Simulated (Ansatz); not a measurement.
**HfO2 (Fm-3m), comparing deformations**

These are results of DFT r2SCAN, scalar-relativistic, plane waves, PAW in Ansatz 0.2.0, not measurements. Cutoff 500 eV, Γ-centred 8×8×8 k-points, Gaussian smearing of 0.05 eV. Spin–orbit coupling is left out, which can shift energies with elements as heavy as these. No spin polarisation. Energies are free energies at this smearing, counted from the undisturbed cell; pressure is positive in compression.

Reference structure (relaxed at this level; this fluorite-type form isn't the usual structure):

```
Hf O
1.0
     0.00000    2.52916    2.52916
     2.52916    0.00000    2.52916
     2.52916    2.52916    0.00000
Hf O
1 2
Direct
  0.00000 0.00000 0.00000
  0.25000 0.25000 0.25000
  0.75000 0.75000 0.75000
```

The cell is strained by ε times a Voigt pattern (xx, yy, zz, yz, xz, xy; engineering shear) with fractional coordinates fixed. τ = (1/V0) dE/dε comes from the stress tensor. Of each scan, only the three points used here are listed.

| pattern | ε | τ (GPa) |
| --- | --- | --- |
| (0, 0, 0, 1, 0, 0) | -0.0050 | -0.50 |
| (0, 0, 0, 1, 0, 0) | 0.0000 | 0.00 |
| (0, 0, 0, 1, 0, 0) | 0.0050 | 0.50 |
| (1, 0, 0, 0, 0, 0) | -0.0150 | -9.31 |
| (1, 0, 0, 0, 0, 0) | 0.0000 | -0.02 |
| (1, 0, 0, 0, 0, 0) | 0.0150 | 8.68 |

Question: Which constants do the scans give, and which deformation costs least for the same size of strain tensor?

Answer: The slope dτ/dε at zero (parabola through three points) is pᵀCp: (0, 0, 0, 1, 0, 0) gives C44 = 101 GPa; (1, 0, 0, 0, 0, 0) gives C11 = 600 GPa. The size of the strain tensor, ε:ε, is ε² times 0.5, 1.0. Per unit of it the stiffnesses are 202, 600 GPa, so (0, 0, 0, 1, 0, 0) is the softest of these: at ε:ε = (1 %)² the quadratic term costs 0.68 meV/atom against 2.02 for the stiffest. These are clamped-ion values.

Forces appear on the atoms along this scan, and letting them relax would lower the energy and soften the response.